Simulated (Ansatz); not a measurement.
Sheets of one type (V2Se2O-type), PBE (plane waves, PAW; program Ansatz); HSE06 gaps on those cells.

```json
[
 {"layer": "Fe2OSTe", "a (Å)": "3.807", "thickness (Å)": "3.33"},
 {"layer": "V2OSTe", "a (Å)": "3.889", "thickness (Å)": "3.48"},
 {"layer": "Nb2OSeTe", "a (Å)": "4.125", "thickness (Å)": "3.86"},
 {"layer": "Nb2OSTe", "a (Å)": "[?]", "thickness (Å)": "[?]"},
 {"layer": "Nb2OSSe", "a (Å)": "4.059", "thickness (Å)": "3.42"}
]
```

**Question.** Fill in the missing entries.

**Answer.** 
- Nb2OSTe, a (Å): 4.090
- Nb2OSTe, thickness (Å): 3.63

Spin orders computed, not proven ground states: Fe2OSTe, V2Se2O-type layer ferromagnetic; V2OSTe, V2Se2O-type layer antiferromagnetic. Began spin-polarised and lost the moments: Nb2OSeTe, V2Se2O-type layer; Nb2OSTe, V2Se2O-type layer; Nb2OSSe, V2Se2O-type layer. All cells were relaxed under the symmetry of their starts (and spin orders); stability against distortions was not tested throughout. No Hubbard U is applied. Spin–orbit coupling is left out wherever it is not named. Constructed layers (a layer type filled with these elements): Fe2OSTe, V2Se2O-type layer; V2OSTe, V2Se2O-type layer; Nb2OSeTe, V2Se2O-type layer; Nb2OSTe, V2Se2O-type layer; Nb2OSSe, V2Se2O-type layer.

Potentials: the later of the program's two PAW sets.
